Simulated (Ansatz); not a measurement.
An element in the fcc structure gives these cold pressures by all-electron LAPW under PBE (Ansatz 0.2.0, scalar-relativistic, spin-polarised).

```tsv
V (Å³/atom)	P (GPa)
10.89	-0.03
10.01	20.4
9.14	53.2
8.27	106.5
7.40	194.8
6.53	344.7
5.66	612.3
4.90	1040
```

Which element is it?

Ni. Its zero-pressure volume in this structure is near 10.9 Å³/atom; the volume and the steepness of P(V) together point to it, though neighbours can come close. This is the case that was computed; others weren't tested.
